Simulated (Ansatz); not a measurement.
InP:
```
CELL_PARAMETERS angstrom
      4.17054     0.00000     0.00000
     -2.08527     3.61179     0.00000
      0.00000     0.00000    13.64253
ATOMIC_POSITIONS crystal
  In 0.00000 0.00000 0.00013
  In 0.00000 0.00000 0.50013
  In 0.66667 0.33333 0.75018
  In 0.33333 0.66667 0.25018
  P  0.00000 0.00000 0.81290
  P  0.00000 0.00000 0.31290
  P  0.66667 0.33333 0.56243
  P  0.33333 0.66667 0.06243
```

Relaxed with HSE06. Special points in fractions of this cell's reciprocal vectors: Γ (0.000, 0.000, 0.000); M (0.500, 0.000, 0.000); K (0.333, 0.333, 0.000); A (0.000, 0.000, 0.500); L (0.500, 0.000, 0.500); H (0.333, 0.333, 0.500).

Question: List the band energies nearest the valence-band maximum at these points for the program Ansatz at the HSE06 level (PAW).

Answer: In eV from the valence-band maximum; about four levels below and three above (degenerate sets whole), none deeper than 8.9 eV; points with the same levels are listed once.

```tsv
k	below	above
Γ	-0.58 -0.58 -0.05 0.00 0.00	1.41 2.05 2.38
M	-1.86 -1.83 -1.33 -1.05	2.23 2.32 2.65
K	-2.70 -2.05 -2.05 -1.53	3.34 3.95 3.95
A	-0.19 -0.19 -0.19 -0.19	2.17 2.17 2.43 2.43
L	-1.85 -1.85 -1.32 -1.32	2.62 2.62 3.04 3.04
H	-2.13 -2.13 -1.88 -1.88	3.29 3.29 4.28 4.28
```

Space group P6_3mc. The cell is a constructed one: a structure type filled with these elements; the Crystallography Open Database copy checked does not list it. It is not the phase usual at ambient conditions (space group No. 216). Symmetry was held in the HSE06 relaxation; its stability against distortions is not shown here. The hybrid was solved on a coarse mesh, the path and, where they were found, the r²SCAN edge points; its band edges are the extreme levels among these. Scalar-relativistic: spin–orbit coupling is off unless named, which matters more the heavier the elements.

Potentials: the later of the program's two PAW sets.
